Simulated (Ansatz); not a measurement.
In2Ge2O7 in space group C2/m (No. 12; Pearson symbol mS22), plane-wave PAW r²SCAN (Ansatz code), all energies at zero smearing, with the estimated change up to a 700 eV cutoff added, with one set of potentials and settings (totals compare only within such a set). Cell of 11 atoms (2 In, 2 Ge, 7 O): -23811.579 eV.

```
element                            reference phase  E (eV/atom)
-------  -----------------------------------------  -----------
In                     I4/mmm, 1 atoms in the cell   -5611.8204
Ge                      Fd-3m, 2 atoms in the cell   -4302.9041
O        C2/m, 4 atoms in the cell, spin-polarised    -566.0281
```

Formation energy per atom, worked out: (-23811.579 − 2×(-5611.8204) − 2×(-4302.9041) − 7×(-566.0281))/11 = -1.812 eV/atom (-175 kJ per mol of atoms), at 0 K, without zero-point energy or fitted corrections.

The first step of the workflow began from a Materials Project structure, measured or hypothetical; the Crystallography Open Database files this formula in space group No. 12, but the cells were not matched. Whether it is the stable phase at ambient conditions was not checked. Symmetry was held in the r²SCAN relaxation; whether a distortion lowers the energy is not shown. The references are the lowest solids computed at this level, not always the standard phases (solids in place of the gases).

Potentials: the later of the program's two PAW sets.
